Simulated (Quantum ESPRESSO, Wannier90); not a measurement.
# Tight-binding from DFT: CaI₂ (CdI2 type)

Structure: Materials Project mp-30031, symmetrised, not relaxed again. COD (Crystallography Open Database) has an entry of this formula and space group (matched by these alone). Computed values, not measurements, from LDA: Quantum ESPRESSO (norm-conserving PseudoDojo potentials, cutoff 58 Ry, no spin polarisation, no spin-orbit coupling) on a Γ-centred 12×12×4 mesh, then Wannier90. Density: 12×12×4 mesh, cold smearing 0.01 Ry. The cell is built of weakly bound layers, chains or molecules, whose nearest atoms lie 4.52 Å apart. Database cells relaxed without dispersion often hold them too far apart, which can enlarge gaps and weakens couplings between them; spacing and stacking were not compared with the measured crystal. Spin-orbit coupling is left out although heavy elements are present.

On the energy scale of pw.x, whose zero is arbitrary, the valence-band maximum lies at 2.03 eV.

Input w.win:

```
num_bands = 8
num_wann = 8
exclude_bands = 1-4,13-27
num_iter = 1000
conv_tol = 1.0e-6
conv_window = 4
write_hr = true
write_u_matrices = true
auto_projections = true
begin unit_cell_cart
ang
    4.5289699684    0.0000000000    0.0000000000
   -2.2644849842    3.9222030456    0.0000000000
    0.0000000000    0.0000000000    7.2098300000
end unit_cell_cart
begin atoms_frac
Ca   0.0000000000  0.0000000000  0.0000000000
I    0.3333333333 -0.3333333333  0.2443000000
I   -0.3333333333  0.3333333333 -0.2443000000
end atoms_frac
mp_grid = 12 12 4
begin kpoints
0.0000000000 0.0000000000 0.0000000000
0.0000000000 0.0000000000 0.2500000000
0.0000000000 0.0000000000 0.5000000000
... (573 more lines: the 12x12x4 mesh through Gamma)
end kpoints
```

Input of pw2wannier90.x that gives the overlap and projection files (equivalent; here they were cut from one run over all bands):

```
&inputpp
  outdir = './out'
  prefix = 'pwscf'
  seedname = 'w'
  write_amn = .true.
  write_mmn = .true.
  scdm_proj = .true.
  scdm_entanglement = 'isolated'
/
```

Output w.wout (banner and timings cut):

```
                                    ------
                                    SYSTEM
                                    ------

                              Lattice Vectors (Ang)
                    a_1     4.528970   0.000000   0.000000
                    a_2    -2.264485   3.922203   0.000000
                    a_3     0.000000   0.000000   7.209830

                   Unit Cell Volume:     128.07210  (Ang^3)

                        Reciprocal-Space Vectors (Ang^-1)
                    b_1     1.387332   0.800977  -0.000000
                    b_2     0.000000   1.601953   0.000000
                    b_3     0.000000  -0.000000   0.871475

 *----------------------------------------------------------------------------*
 |   Site       Fractional Coordinate          Cartesian Coordinate (Ang)     |
 +----------------------------------------------------------------------------+
 | ca   1   0.00000   0.00000   0.00000   |    0.00000   0.00000   0.00000    |
 | i    1   0.33333  -0.33333   0.24430   |    2.26448  -1.30740   1.76136    |
 | i    2  -0.33333   0.33333  -0.24430   |   -2.26448   1.30740  -1.76136    |
 *----------------------------------------------------------------------------*
                                ------------
                                K-POINT GRID
                                ------------

             Grid size = 12 x 12 x  4      Total points =  576

 *---------------------------------- MAIN ------------------------------------*
 |  Number of Wannier Functions               :                 8             |
 |  Number of Objective Wannier Functions     :                 8             |
 |  Number of input Bloch states              :                 8             |
 |  Output verbosity (1=low, 5=high)          :                 1             |
 |  Timing Level (1=low, 5=high)              :                 1             |
 |  Optimisation (0=memory, 3=speed)          :                 3             |
 |  Length Unit                               :               Ang             |
 |  Post-processing setup (write *.nnkp)      :                 F             |
 |  Using Gamma-only branch of algorithms     :                 F             |
 *----------------------------------------------------------------------------*
 *------------------------------- WANNIERISE ---------------------------------*
 |  Total number of iterations                :              1000             |
 |  Number of CG steps before reset           :                 5             |
 |  Trial step length for line search         :             2.000             |
 |  Convergence tolerence                     :         0.100E-05             |
 |  Convergence window                        :                 4             |
 |  Iterations between writing output         :                 1             |
 |  Iterations between backing up to disk     :               100             |
 |  Write r^2_nm to file                      :                 F             |
 |  Write xyz WF centres to file              :                 F             |
 |  Write on-site energies <0n|H|0n> to file  :                 F             |
 |  Use guiding centre to control phases      :                 F             |
 |  Use phases for initial projections        :                 F             |
 *----------------------------------------------------------------------------*
 *-------------------------------- PLOTTING ----------------------------------*
 |  Plotting Hamiltonian in WF basis          :                 T             |
 *----------------------------------------------------------------------------*

 *---------------------------------- K-MESH ----------------------------------*
 +----------------------------------------------------------------------------+
 |                    Distance to Nearest-Neighbour Shells                    |
 |                    ------------------------------------                    |
 |          Shell             Distance (Ang^-1)          Multiplicity         |
 |          -----             -----------------          ------------         |
 |             1                   0.133496                      6            |
 |             2                   0.217869                      2            |
 |             3                   0.231222                      6            |
 |             4                   0.255515                     12            |
 |             5                   0.266992                      6            |
 |             6                   0.317695                     12            |
 |             7                   0.344604                     12            |
 |             8                   0.353197                     12            |
       ... (lines left out)
 +----------------------------------------------------------------------------+
 | The b-vectors are chosen automatically                                     |
 | The following shells are used:                       1,  2                 |
 +----------------------------------------------------------------------------+
 |                        Shell   # Nearest-Neighbours                        |
 |                        -----   --------------------                        |
 |                          1               6                                 |
 |                          2               2                                 |
 +----------------------------------------------------------------------------+
 | Completeness relation is fully satisfied [Eq. (B1), PRB 56, 12847 (1997)]  |
 +----------------------------------------------------------------------------+
 |                  b_k Vectors (Ang^-1) and Weights (Ang^2)                  |
 |                  ----------------------------------------                  |
 |            No.         b_k(x)      b_k(y)      b_k(z)        w_b           |
 |            ---        --------------------------------     --------        |
 |             1         0.000000    0.133496    0.000000    18.704308        |
 |             2         0.115611    0.066748    0.000000    18.704308        |
 |             3         0.000000   -0.133496    0.000000    18.704308        |
 |             4         0.115611   -0.066748    0.000000    18.704308        |
 |             5        -0.115611   -0.066748    0.000000    18.704308        |
 |             6        -0.115611    0.066748    0.000000    18.704308        |
 |             7         0.000000    0.000000    0.217869    10.533684        |
 |             8         0.000000    0.000000   -0.217869    10.533684        |
 +----------------------------------------------------------------------------+
 |                           b_k Directions (Ang^-1)                          |
 |                           -----------------------                          |
 |            No.           x           y           z                         |
 |            ---        --------------------------------                     |
 |             1         0.000000    0.133496    0.000000                     |
 |             2         0.115611    0.066748    0.000000                     |
 |             3         0.115611   -0.066748    0.000000                     |
 |             4         0.000000    0.000000    0.217869                     |
 +----------------------------------------------------------------------------+

 Starting a new Wannier90 calculation ...

 Reading overlaps from w.mmn

 Reading projections from w.amn

 *------------------------------- WANNIERISE ---------------------------------*
 +--------------------------------------------------------------------+<-- CONV
 | Iter  Delta Spread     RMS Gradient      Spread (Ang^2)            |<-- CONV
 +--------------------------------------------------------------------+<-- CONV

 ------------------------------------------------------------------------------
 Initial State
  WF centre and spread    1  (  1.709934, -1.033621,  1.458392 )     1.73026874
  WF centre and spread    2  (  1.724373,  1.025773, -1.443614 )     1.74800745
  WF centre and spread    3  (  0.070938,  2.018922,  1.455476 )     1.78316583
  WF centre and spread    4  ( -1.729571,  1.007376, -1.470130 )     1.75892646
  WF centre and spread    5  ( -1.755396, -0.957240,  1.538504 )     1.78202403
  WF centre and spread    6  (  0.015958, -1.997086, -1.538188 )     1.78363569
  WF centre and spread    7  (  2.239408, -1.335385,  2.145149 )     1.98245297
  WF centre and spread    8  ( -2.275219,  1.271660, -2.145612 )     1.98194688
  Sum of centres and spreads (  0.000426,  0.000400, -0.000023 )    14.55042804

      0     0.146E+02     0.0000000000       14.5504280712  <-- CONV
        O_D=      0.0088081 O_OD=      2.3869910 O_TOT=     14.5504281 <-- SPRD
 ------------------------------------------------------------------------------
      1    -0.982E-01     0.1468153335       14.4522371049  <-- CONV
        O_D=      0.0043737 O_OD=      2.2932345 O_TOT=     14.4522371 <-- SPRD
      2    -0.231E-01     0.1239096268       14.4291374876  <-- CONV
        O_D=      0.0025833 O_OD=      2.2719253 O_TOT=     14.4291375 <-- SPRD
      3    -0.933E-02     0.1069001275       14.4198103296  <-- CONV
        O_D=      0.0016260 O_OD=      2.2635554 O_TOT=     14.4198103 <-- SPRD
      4    -0.395E-02     0.0629518751       14.4158613423  <-- CONV
        O_D=      0.0012307 O_OD=      2.2600017 O_TOT=     14.4158613 <-- SPRD
      5    -0.192E-02     0.0416134206       14.4139422908  <-- CONV
        O_D=      0.0012013 O_OD=      2.2581121 O_TOT=     14.4139423 <-- SPRD
       ... (lines left out)
    100    -0.316E-04     0.0053380280       14.3533159483  <-- CONV
        O_D=      0.0011835 O_OD=      2.1975035 O_TOT=     14.3533159 <-- SPRD
       ... (lines left out)
    200    -0.319E-05     0.0013680424       14.3516165305  <-- CONV
        O_D=      0.0011843 O_OD=      2.1958032 O_TOT=     14.3516165 <-- SPRD
       ... (lines left out)
    270    -0.557E-06     0.0007134701       14.3513359239  <-- CONV
        O_D=      0.0011845 O_OD=      2.1955225 O_TOT=     14.3513359 <-- SPRD
    271    -0.536E-06     0.0008598535       14.3513353881  <-- CONV
        O_D=      0.0011845 O_OD=      2.1955219 O_TOT=     14.3513354 <-- SPRD
    272    -0.835E-06     0.0007292384       14.3513345534  <-- CONV
        O_D=      0.0011846 O_OD=      2.1955210 O_TOT=     14.3513346 <-- SPRD
             <<<     Delta < 1.000E-06  over  4 iterations     >>>
             <<< Wannierisation convergence criteria satisfied >>>
 Final State
  WF centre and spread    1  (  1.756844, -1.016165,  1.448638 )     1.80855945
  WF centre and spread    2  (  1.757328,  1.016801, -1.446664 )     1.80883169
  WF centre and spread    3  (  0.004565,  2.030140,  1.447142 )     1.80878478
  WF centre and spread    4  ( -1.756965,  1.015552, -1.449185 )     1.80848818
  WF centre and spread    5  ( -1.757292, -1.010511,  1.455539 )     1.80770882
  WF centre and spread    6  (  0.001167, -2.027120, -1.455473 )     1.80770571
  WF centre and spread    7  (  2.260391, -1.310846,  2.245882 )     1.75062370
  WF centre and spread    8  ( -2.266007,  1.302198, -2.245878 )     1.75063219
  Sum of centres and spreads (  0.000031,  0.000048, -0.000000 )    14.35133452

         Spreads (Ang^2)       Omega I      =    12.154628936
        ================       Omega D      =     0.001184582
                               Omega OD     =     2.195521036
    Final Spread (Ang^2)       Omega Total  =    14.351334553
```
